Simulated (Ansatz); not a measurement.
The elements of this relaxed trial crystal are hidden behind letters.

```
lattice vectors (Å)
  -1.4861    1.4861    6.3211
   1.4861   -1.4861    6.3211
   1.4861    1.4861   -6.3211
fractional positions
X 0.0000 0.0000 0.0000
Z 0.6658 0.6658 0.0000
Z 0.3342 0.3342 0.0000
Q 0.1633 0.1633 0.0000
Q 0.8367 0.8367 0.0000
Q 0.5000 0.5000 0.0000
```

Computed with Ansatz 0.2.0, DFT PBE, scalar-relativistic, plane waves, PAW. The final run on the 6-atom cell used 420 eV, a Γ-centred 12×12×12 mesh, 0.02 eV smearing and no spin polarisation.

```
Space group                                 : I4/mmm (No. 139)
Conventional cell                           : a = 2.972 Å, c = 12.642 Å
Volume per atom                             : 9.31 Å³
Density                                     : 6.20 g/cm³
Formation energy                            : −0.348 eV/atom
Gap on the 12×12×12 mesh of the 6-atom cell : 1.17 eV
```

Energies are uncorrected and count from the elements' standard states at the same level.

**Question.** X is a p-block element of period 3, Z is a p-block element of period 4 and Q is a p-block element of period 2. Which elements are they?

**Answer.** X = Al, Z = Ga, Q = N, so the formula is AlGa2N3. Density times volume gives a mean mass of 6.20 × 9.31/1.6605 = 34.8 u per atom, and this set has 34.7 u. Al is surrounded by 6 N at 2.07–2.10 Å; Ga has 6 N at 2.10–2.16 Å; around N on a site of symmetry 4mm lie 1 Al at 2.07 Å and 5 Ga at 2.10–2.16 Å; 1 more site not described. Other sets within the hints have nearly the same mass, so mass alone doesn't settle it; this one was computed.

Kohn–Sham gaps at this level usually fall short of measured ones. A structure relaxed within its symmetry needn't be a true minimum. Another cell of AlGa2N3 relaxed alike, in P3m1, lies 0.39 eV/atom lower, so this cell isn't the stable form at this level.
